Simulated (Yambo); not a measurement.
InP (zinc blende, space group F-43m, No. 216), G0W0@PBE (Yambo, plasmon pole, terminator in G, 4×4×4 mesh): gap Γ → Γ in eV by bands and screening block.

| bands (W and G) | 3 Ry | 6 Ry | 9 Ry | 12 Ry | 15 Ry |
|---|---|---|---|---|---|
| 42 | 1.37 | 1.40 | … | 1.40 | 1.40 |
| 76 | … | 1.37 | 1.37 | 1.37 | 1.37 |
| 118 | 1.31 | 1.36 | 1.37 | 1.37 | 1.37 |
| 171 | 1.31 | 1.36 | 1.37 | 1.37 | 1.37 |
| 225 | 1.31 | … | 1.37 | 1.37 | 1.37 |

### Question
Estimate the withheld gaps from their neighbours; the computed values follow.

### Answer

- 42, 9 Ry: 1.41
- 76, 3 Ry: 1.33
- 225, 6 Ry: 1.35

The largest settings aren't shown to be the converged limit.

Spin-orbit coupling is not included.

Geometry relaxed with PBEsol; primitive cell a = b = c = 4.159 Å, α = β = γ = 60.00°.

The potentials are those of PseudoDojo's stringent table.
